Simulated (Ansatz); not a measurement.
# SnO: Quadrupolar parameters

The cell is a measured structure from the Crystallography Open Database (COD), its atoms then relaxed with PBE in this cell.

```
CELL_PARAMETERS angstrom
3.79860 0.00000 0.00000
0.00000 3.79860 0.00000
0.00000 0.00000 4.84080
ATOMIC_POSITIONS crystal
Sn 0.50000 0.00000 0.24204
Sn 0.00000 0.50000 0.75796
O 0.00000 0.00000 0.00000
O 0.50000 0.50000 0.00000
```

Atoms are numbered from 1 in the order listed; like atoms form one site, named after its first atom.

The numbers come from a DFT calculation in Ansatz (PBE, plane waves and PAW (field gradients read without the response of the frozen cores, which leaves them typically 4 to 6 % off), scalar-relativistic, 420 eV cutoff, Γ-centred 5×5×4 k-points, Fermi–Dirac smearing 0.02 eV).

Conventions: |V_zz| ≥ |V_yy| ≥ |V_xx|, η = (V_xx − V_yy)/V_zz, C_Q = eQV_zz/h. ν_Q = 3|C_Q|/[2I(2I − 1)].

O-17: I = 5/2, Q = -25.58 mb. Quadrupole moments are those of Pyykkö's year-2017 table.

| site | atoms (order as listed) | first shell | C_Q (MHz) | η | ν_Q (MHz) |
| --- | --- | --- | --- | --- | --- |
| O | 3, 4 | 4 Sn at 2.23 Å | -0.385 | 0.00 | 0.058 |

An axis of threefold or higher order runs through O, so V_zz lies along it and η is zero.

Sn has no stable isotope with a ground-state quadrupole moment in the table, so these sites are left out.

Without spin–orbit coupling (the program notes it for Sn) the gradients can shift somewhat, as the gap is small. With a gap of 0.3 eV on this mesh, small gradients can still move by 0.1 × 10²¹ V/m² or more as the k-mesh gets denser.

The relaxation (4 steps) took 2 s of wall time (1.9 s of CPU time) and 0.41 GiB at its peak, on 1 thread of AMD EPYC 9R45 (Zen 5) (x86_64; 16 cores open to the job, memory cap 3.0 GiB, no GPU), a shared host with a load of 0.2 a core.
